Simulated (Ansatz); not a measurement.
Cr2C in space group P4/nmm (No. 129; Cr on 2a, Cr on 2c, C on 2c) at seven volumes, PBEsol (plane waves, PAW; program Ansatz), shape and atoms relaxed at each. One row is withheld.

```json
[
 {"V (Å³/atom)": "8.078", "P (GPa)": "38.47"},
 {"V (Å³/atom)": "8.345", "P (GPa)": "23.58"},
 {"V (Å³/atom)": "8.611", "P (GPa)": "10.86"},
 {"V (Å³/atom)": "8.877", "P (GPa)": "-0.01"},
 {"V (Å³/atom)": "9.144", "P (GPa)": "-9.30"},
 {"V (Å³/atom)": "9.410", "P (GPa)": "-17.22"},
 {"V (Å³/atom)": "9.676", "P (GPa)": "?"}
]
```

**Question.** Fit the shown pressures and predict the withheld one.

**Answer.** Third-order Birch–Murnaghan: P = (3/2)B₀(x^(7/2) − x^(5/2))[1 + (3/4)(B′ − 4)(x − 1)] with x = (V₀/V)^(2/3). Least squares on the six rows gives V₀ = 8.877 Å³/atom, B₀ = 334.3 GPa, B′ = 4.21. At V = 9.676, x = 0.9442 and P = -24.04 GPa. The run itself gave -23.97 GPa.

The cell is a constructed one: a structure type filled with these elements; neither database checked (COD, Materials Project) lists it. Whether it is the stable phase at ambient conditions was not checked. The cell was relaxed with PBEsol under the symmetry of its start; its stability against distortions is not shown here. The workflow began spin-polarised and lost its moments.

Potentials: the later of the program's two PAW sets.
